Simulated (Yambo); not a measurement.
**LiTaF6: lowest vertical excitons**

```
CELL_PARAMETERS angstrom
      2.58467     1.49226     4.52600
     -2.58467     1.49226     4.52600
      0.00000    -2.98452     4.52600
ATOMIC_POSITIONS crystal
  Li 0.50000 0.50000 0.50000
  F  0.13903 0.75461 0.35033
  F  0.86097 0.24539 0.64967
  F  0.75461 0.35033 0.13903
  F  0.24539 0.64967 0.86097
  F  0.35033 0.13903 0.75461
  F  0.64967 0.86097 0.24539
  Ta 0.00000 0.00000 0.00000
```

The geometry is that of Materials Project entry mp-1080679, symmetrised and not relaxed again.

BSE in Yambo on PBEsol (Quantum ESPRESSO, PseudoDojo norm-conserving, 84 Ry, no spin-orbit coupling) bands: 4×4×4 mesh, 18 valence and 7 conduction bands, static screening with 67 bands and a 3 Ry block, scissor 4.70 eV, Tamm-Dancoff; field along x.

```json
[
 {"state": "1", "energy (eV)": "7.34", "states within 2 meV": "1", "relative strength": "< 0.01", "class": "dark", "main transitions": "several band pairs"},
 {"state": "2", "energy (eV)": "7.48", "states within 2 meV": "2", "relative strength": "< 0.01", "class": "dark", "main transitions": "several band pairs"},
 {"state": "3", "energy (eV)": "7.53", "states within 2 meV": "1", "relative strength": "< 0.01", "class": "dark", "main transitions": "several band pairs"},
 {"state": "4", "energy (eV)": "7.55", "states within 2 meV": "1", "relative strength": "< 0.01", "class": "dark", "main transitions": "several band pairs"},
 {"state": "5", "energy (eV)": "7.59", "states within 2 meV": "1", "relative strength": "< 0.01", "class": "dark", "main transitions": "several band pairs"},
 {"state": "6", "energy (eV)": "7.59", "states within 2 meV": "1", "relative strength": "< 0.01", "class": "dark", "main transitions": "several band pairs"},
 {"state": "7", "energy (eV)": "7.69", "states within 2 meV": "1", "relative strength": "< 0.01", "class": "dark", "main transitions": "several band pairs"},
 {"state": "8", "energy (eV)": "7.72", "states within 2 meV": "2", "relative strength": "0.01", "class": "dark", "main transitions": "several band pairs"},
 {"state": "9", "energy (eV)": "7.79", "states within 2 meV": "1", "relative strength": "< 0.01", "class": "dark", "main transitions": "several band pairs"},
 {"state": "10", "energy (eV)": "7.82", "states within 2 meV": "2", "relative strength": "0.02", "class": "weak", "main transitions": "several band pairs"}
]
```

These are vertical excitations (zero momentum). The direct quasiparticle gap on this mesh is 11.23 eV; counted from there, state 1 is bound by 3.89 eV. Convergence with the mesh was not shown.

Spin singlets only. Strengths are relative to the strongest of the lowest states of this run; strong means a line over 3 % of the spectrum's maximum, dark under 0.03 %. Absolute energies carry the error of the G0W0 scissor, whose convergence isn't established; the long-wavelength screening was taken along (1,1,1) although the crystal is anisotropic.

Without spin-orbit coupling, band edges of such heavy elements can be off by tenths of an eV.

The structure is a Materials Project entry; no match was found in the copy of COD used, and its stability was not checked.
